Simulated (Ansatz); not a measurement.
Problem. Name crystals whose computed values (the program Ansatz at the r²SCAN level (PAW)) fall in these windows: G_Hill (GPa) 76 to 93; highest Γ mode, no LO–TO term (cm⁻¹) 490 to 630.

Solution. 

```tsv
crystal	G_Hill (GPa)	highest Γ mode, no LO–TO term (cm⁻¹)
Zr2TlC, P6_3/mmc (Zr on 4f, Tl on 2c, C on 2a)	82.0	563
```
Others may fit too.

Standing as an ambient phase not checked: Zr2TlC, P6_3/mmc (Zr on 4f, Tl on 2c, C on 2a). The cell was relaxed under the symmetry of its start. Named crystals with no word on spin ran without spin polarisation. Scalar-relativistic: spin–orbit coupling is off unless named, which matters more the heavier the elements.

Potentials: the earlier of the program's two PAW sets. The files were generated under PBE; for other functionals the program regenerates the frozen cores, and for LDA and PBEsol the local potential too.
